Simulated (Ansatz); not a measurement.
AlP (CsCl type, space group No. 221) at seven volumes, DFT-PBE in the program Ansatz with PAW potentials, scaled uniformly. One row is withheld.

```json
[
 {"V (Å³/atom)": "13.807", "P (GPa)": "10.59"},
 {"V (Å³/atom)": "14.262", "P (GPa)": "6.53"},
 {"V (Å³/atom)": "14.718", "P (GPa)": "?"},
 {"V (Å³/atom)": "15.173", "P (GPa)": "0.01"},
 {"V (Å³/atom)": "15.628", "P (GPa)": "-2.43"},
 {"V (Å³/atom)": "16.083", "P (GPa)": "-4.57"},
 {"V (Å³/atom)": "16.538", "P (GPa)": "-6.44"}
]
```

Task: Fit the shown pressures and predict the withheld one.

Result: P = (3/2)B₀(x^(7/2) − x^(5/2))[1 + (3/4)(B′ − 4)(x − 1)] with x = (V₀/V)^(2/3). Least squares on the six rows gives V₀ = 15.183 Å³/atom, B₀ = 90.6 GPa, B′ = 4.38. At V = 14.718, x = 1.0210 and P = 3.02 GPa. The run itself gave 2.97 GPa.

Space group Pm-3m (CsCl type). The start of the workflow was typed in or built on a structure type; neither database checked (COD, Materials Project) lists it. It is not the phase usual at ambient conditions (space group No. 216). The PBE relaxation kept the symmetry of its start; whether a distortion lowers the energy is not shown. The volume moved by 20 % from the start of the relaxation.

Potentials: the later of the program's two PAW sets.
